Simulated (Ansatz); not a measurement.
An Ansatz (a program for electronic structure) run. Input:

Ansatz 0.2 input:
```yaml
crystal:
  lattice:
    - [0.0, 2.7048991897, 2.7048991897]
    - [2.7048991897, 0.0, 2.7048991897]
    - [2.7048991897, 2.7048991897, 0.0]
  atoms:
    - { symbol: O, position: [0.25, 0.25, 0.25] }
    - { symbol: Sn, position: [0.0, 0.0, 0.0] }
kpoints:
  mp_grid: { grid: [13, 13, 13] }
hamiltonian:
  xc: r2scan
  pseudopotentials: { kind: paw }
scf:
  occupations: { method: gaussian, width: 0.05 }
checkpoint: { read: metal.run }
output: { bader: true, populations: true }
```

Output (shortened):

```
Pseudopotentials: kind: paw
Pseudopotential: O, paw, valence charge 6
Pseudopotential: Sn, paw, valence charge 14
Functional definition: r2SCAN
Crystal: 2 atoms, lattice volume = 39.581 Å³
Basis set: ecut = 500 eV, 965 PW (Γ), exchange–correlation on 120×120×120 points (64 copies of the dense FFT grid, shifted against one another)
Bands: 18, of which v1, the nominal top of the filled ones, is band 10 counted from 1 (9 counted from 0)
Symmetry: 24 space group operations
Space group: F-43m (ITA 216), of the structure as read, at distance tolerance 3.4e-5 Å
k-points: 84 of 2197 (time reversal used)
PAW frozen core: O, regenerated for the run's functional
PAW frozen core: Sn, regenerated for the run's functional
Initial density: read from a saved state, or passed on in memory by an earlier SCF of this step, an earlier step, the calling program or the single point that …
Stability of the state it starts from, as read at its close in the unpolarized treatment …
Initial wavefunctions: pseudopotential atomic-orbital guess
Eigensolver: davidson
Functional: x = r2scan, c = r2scan; τ floored in thin density (d = 2e-4 eV/Å³)
iter 1 solved again at ethr=4.63e-8 eV; its pass at ethr=3.10e-3 eV (dr2=9.25e-6 eV) is discarded
SCF iter   1: F=—  HF=-6606.068563 eV  |F-HF|=—  |Δ(HF+E_count)|=         —  Δρ=4.08e-7  dr2=6.17e-11  dr2_τ=4.36e-12  ethr=4.63e-8  ⟨swp⟩=2.9  Hψ=11601  notcnv=0
all-band conjugate gradients solve this SCF's bands
preconditioner: auto → none
SCF iter   2: F=-6606.068563 eV  HF=-6606.068563 eV  |F-HF|=5.91e-11  |Δ(HF+E_count)|=   1.66e-8  Δρ=4.18e-7  dr2=5.69e-11  dr2_τ=7.77e-12  ethr=1.00e-12  ⟨swp⟩=6.0  Hψ=5556  notcnv=0
SCF 1 converged in 2 iterations: F = -6606.068563 eV  dr2 = 5.69e-11
SCF converged after 2 iterations
Free energy (F): -6606.068563 eV
Harris-Foulkes:  -6606.068563 eV  (|F-HF|=5.91e-11)
Internal energy: -6606.067914 eV  (E = F + TS)
E sigma→0 (E₀):  -6606.068239 eV
Entropy (-TS):   -0.000649 eV (-0.325 meV/atom)
Fermi energy:    8.610481 eV
--- Per-component energies (eV) ---
  E_band       = -131.198700
  E_kinetic    = 359.788060
  E_local      = -1330.465191  (includes V_loc(G=0)·N_el)
  E_nonlocal   = 14.079730
  E_hartree    = 708.335963
  E_xc         = -448.552185
  E_vxc        = -210.582536  (∫ρ·V_xc dr)
  E_paw        = -4315.007741  (= ΣΔE_a)
  E_vpaw       = -394.251097  (= ΣTr[D̂ρ^β])
  E_aug_tail   = 0.000996  (compensation charges beyond the density's cutoff)
  E_vtau       = 13.559548  (kinetic-family band-sum trace: ∫τ·v_τ [+ j·A + Jᵃ·Aᵃ] dr)
  E_ewald      = -1594.950924
  E_core_change = 0.703379  (= ΣΔE_core)
  E_smearing   = -0.000649  (= −TS)
  E_closure    = 0.000000  (closes the sum)
  Σ components = -6606.068563   (vs F -6606.068563, Δ=0.00e0)
  [band-id]    e_kinetic+e_local+e_nonlocal+2·e_hartree+e_vxc+e_vpaw+e_augmentation_tail+e_vtau = -131.198565   (vs E_band -131.198700, Δ=1.35e-4)
--- Band table (eV; the first three rows and the last of 84) ---
  k-point 0: bands = ["-13.9808", "-13.9808", "-13.9808", "-13.9347", "-13.9347", "-11.6250", "2.1543", "4.6317", "4.6317", "4.6317", "13.3246", "13.3246", "13.3246", "18.1664", "20.5347", "20.5347", "20.5347", "22.2926"]
  k-point 1: bands = ["-13.9915", "-13.9789", "-13.9789", "-13.9347", "-13.9347", "-11.5895", "2.0066", "4.6045", "4.6045", "4.7761", "12.9438", "13.3565", "13.3565", "18.5905", "20.1195", "20.2338", "20.2338", "22.7548"]
  k-point 2: bands = ["-14.0202", "-13.9742", "-13.9742", "-13.9339", "-13.9339", "-11.4903", "1.6498", "4.5308", "4.5308", "5.1175", "12.1632", "13.4296", "13.4296", "18.7477", "19.8093", "19.8093", "20.3783", "23.6300"]
  k-point 83: bands = ["-14.1886", "-13.9542", "-13.9479", "-13.9241", "-13.9120", "-10.7890", "0.6348", "2.9529", "3.2303", "8.6020", "9.9918", "11.4755", "13.3335", "16.7796", "20.7490", "22.0251", "23.3339", "26.6418"]
  band table: 18 of 18 bands, residual norms ≤ 1.0e-3 eV
--- Löwdin populations: 2 sites ---
  site symbol       q [e]
     0      O      6.7708
     1     Sn     13.1584
  spilling = 0.003538 (of n_electrons = 20.000000)
--- Bader charges: 2 sites ---
  site symbol  charge [e]  shift [e]
     0      O     -1.2882     0.0003
     1     Sn      1.2882     0.0003
  shift: an alarm, by how much a part of what the PAW files miss would move the charge. Where it is large, compare
  with a run on PAW files of another source; a small one proves nothing
  estimated error of the sums over rays = 2.3e-4 e
```

Cost: very roughly 50 core-seconds on shared cores.

The start of the workflow was typed in or built on a structure type; neither database checked (COD, Materials Project) lists it. It is not the phase usual at ambient conditions (space group No. 129). The r²SCAN relaxation kept the symmetry of its start. At this level the phase is mechanically unstable. The volume moved by 18 % from the start of the relaxation. Spin–orbit coupling is left out wherever it is not named.

Potentials: the later of the program's two PAW sets.

Ansatz is a plane-wave DFT program.
